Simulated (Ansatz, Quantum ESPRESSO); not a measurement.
Given: the input of a run of Ansatz 0.2.0 on GaB. Atoms were shifted at random by some hundredths of an Å from the given cell, which wasn't relaxed again for these runs. The cell comes from a database or a generator and needn't be the stable form of this composition.

input.yaml

```yaml
crystal:
  lattice:
    - [2.71824, 0.0, 0.0]
    - [0.0, 2.71824, 0.0]
    - [0.0, 0.0, 3.23621]
  atoms:
    - { symbol: Ga, position: [0.512899, 0.504368, 0.487181] }
    - { symbol: B, position: [-0.003724, -0.009755, -0.006207] }
hamiltonian:
  xc: pbe
  pseudopotentials: { kind: paw, azcp: { folder: soft_1 } }
kpoints:
  mp_grid: { grid: [10, 10, 8] }
scf:
  occupations: { method: fermi_dirac, width: 0.05 }
output:
  forces: true
  stress: true
  eigenvalues: true
```

Potentials or basis: Ansatz PAW soft_1.

Run with:

```console
$ ansatz run input.yaml --threads 1 --pin off --max-ram 3584MiB --backend cpu --events-out ev --progress --plain --runs-dir out
```

**Question.** Set up the same calculation for Quantum ESPRESSO 7.5. Potentials or basis there: SSSP 1.3 efficiency PBE, cutoff 952 eV.

**Answer.** As run (cutoffs and basis follow the program's own potentials, and thresholds, step limits or extra output files can differ):

Contents of pw.in:

```
&CONTROL
  calculation = 'scf'
  prefix = 'pwscf'
  outdir = './tmp'
  pseudo_dir = './pseudo'
  tprnfor = .true.
  tstress = .true.
  disk_io = 'nowf'
/
&SYSTEM
  ibrav = 0
  nat = 2
  ntyp = 2
  ecutwfc = 70
  ecutrho = 560
  nbnd = 14
  occupations = 'smearing'
  smearing = 'fd'
  degauss = 0.00367493
/
&ELECTRONS
  conv_thr = 4d-10
  electron_maxstep = 120
  mixing_beta = 0.5
/
ATOMIC_SPECIES
Ga    69.7230 Ga.pbe-dn-kjpaw_psl.1.0.0.UPF
B     10.8100 b_pbe_v1.4.uspp.F.UPF
CELL_PARAMETERS angstrom
   2.7182400000    0.0000000000    0.0000000000
   0.0000000000    2.7182400000    0.0000000000
   0.0000000000    0.0000000000    3.2362100000
ATOMIC_POSITIONS crystal
Ga     0.5128990000    0.5043680000    0.4871810000
B     -0.0037240000   -0.0097550000   -0.0062070000
K_POINTS automatic
10 10 8 0 0 0
```

Potentials or basis: SSSP 1.3 efficiency PBE.

The run is started by

```bash
$ OMP_NUM_THREADS=1 pw.x -in pw.in > pw.out
```

Both were run:

|  | Ansatz | Quantum ESPRESSO |
| --- | --- | --- |
| Pressure | 0.0 GPa | -0.2 GPa |
| Largest force | 0.053 eV/Å | 0.053 eV/Å |
| Energy over the undisturbed cell | -0.2 meV/atom | -0.2 meV/atom |

Ansatz's pressure holds a Pulay term of +0.11 GPa for its cutoff of 420 eV, which the other run lacks.

Where Ansatz's input types no cutoff or centring, it takes its own default and a Γ-centred mesh.

The undisturbed cell isn't at this level's minimum, so the move can lower the energy.

Pressure is positive in compression.
